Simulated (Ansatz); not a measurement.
Sr₃SnO (anti-perovskite, Pm-3m) under volume change, plane-wave PAW LDA (Ansatz code), scaled uniformly.

```csv
V (Å³/atom),E − E(relaxed) (meV/atom),P (GPa)
23.089,41.3,6.30
23.851,17.3,3.85
24.612,4.1,1.77
25.373,0.0,0.00
26.134,3.7,-1.50
26.895,13.9,-2.79
27.656,29.8,-3.88
```

**Question.** What does a third-order Birch–Murnaghan fit give for V₀, B₀ and B′?

**Answer.** V₀ = 25.37 Å³/atom, B₀ = 54.3 GPa, B′ = 4.4.

The workflow started from a Materials Project entry (that database holds measured and hypothetical structures alike); the Crystallography Open Database files this formula in space group No. 221, but the cells were not matched. Its standing as an ambient phase is unchecked. The LDA relaxation kept the symmetry of its start; of distortions, only those at the zone centre were tested. Spin–orbit coupling is left out wherever it is not named.

Potentials: the later of the program's two PAW sets.
